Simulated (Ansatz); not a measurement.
## WSi2

Method: PBE with spin–orbit coupling; two-component spinors; PAW, 420 eV, 14×14×14 k-mesh, Gaussian smearing of 0.05 eV; code Ansatz; PAW files: Ansatz's generated set soft_2.

```
Si W
1.0
    -1.61450    1.61450    3.93266
     1.61450   -1.61450    3.93266
     1.61450    1.61450   -3.93266
Si W
2 1
Direct
  0.33449 0.33449 0.00000
  0.66551 0.66551 0.00000
  0.00000 0.00000 0.00000
```

The chain of runs began from a cell as deposited in COD, expanded in volume.

Problem. Which orbitals carry the states at the Fermi level, and how many states are there?

Solution. Within 0.1 eV of it: W 5d 67 %, Si 3p 31 % (shares among the projected shells). The density of states at the Fermi level is about 0.23 states/eV per cell, averaged over 0.3 eV.

Density of states (tetrahedra, averaged over 0.3 eV; states/eV per cell of 3 atoms; energy in eV from the Fermi level; projections on Löwdin-orthogonalised atomic orbitals, summed over sites):

```
    E  total  W 5d  Si 3p  Si 3s  W 6s  W 5p
-6.70   0.71  0.17   0.39   0.09  0.05  0.00
-6.40   1.29  0.32   0.81   0.08  0.06  0.01
-6.10   1.21  0.28   0.79   0.07  0.05  0.01
-5.80   1.06  0.27   0.64   0.07  0.05  0.01
-5.50   1.11  0.31   0.63   0.11  0.04  0.01
-5.20   0.66  0.18   0.33   0.11  0.02  0.00
-4.90   0.88  0.26   0.43   0.13  0.04  0.01
-4.60   1.10  0.38   0.48   0.15  0.06  0.01
-4.30   1.58  0.63   0.61   0.20  0.10  0.01
-4.00   1.33  0.59   0.48   0.15  0.06  0.01
-3.70   1.40  0.65   0.50   0.15  0.05  0.01
-3.40   1.81  0.88   0.64   0.18  0.05  0.01
-3.10   1.90  1.04   0.64   0.13  0.03  0.01
-2.80   3.77  2.08   1.38   0.17  0.03  0.02
-2.50   4.37  2.38   1.67   0.14  0.02  0.02
-2.20   3.15  1.55   1.36   0.11  0.01  0.02
-1.90   1.48  0.77   0.59   0.06  0.00  0.01
-1.60   1.10  0.66   0.35   0.05  0.00  0.00
-1.30   0.88  0.58   0.23   0.04  0.00  0.00
-1.00   0.79  0.57   0.16   0.03  0.00  0.00
-0.70   0.80  0.64   0.12   0.02  0.00  0.00
-0.40   0.81  0.68   0.10   0.01  0.00  0.00
-0.10   0.27  0.19   0.07   0.00  0.00  0.00
 0.20   0.31  0.18   0.09   0.03  0.00  0.00
 0.50   0.65  0.32   0.19   0.12  0.00  0.00
 0.80   0.74  0.35   0.23   0.12  0.01  0.00
 1.10   0.91  0.44   0.28   0.12  0.01  0.00
 1.40   1.28  0.59   0.38   0.20  0.03  0.00
 1.70   1.64  0.77   0.43   0.25  0.07  0.00
 2.00   1.92  0.92   0.48   0.27  0.09  0.00
 2.30   2.63  1.27   0.65   0.40  0.11  0.00
 2.60   2.68  1.30   0.64   0.38  0.17  0.00
 2.90   1.94  0.85   0.47   0.21  0.22  0.00
 3.20   1.79  0.65   0.41   0.20  0.27  0.00
 3.50   1.61  0.49   0.43   0.20  0.20  0.00
 3.80   1.70  0.53   0.49   0.22  0.14  0.00
 4.10   2.12  0.69   0.63   0.25  0.16  0.00
```
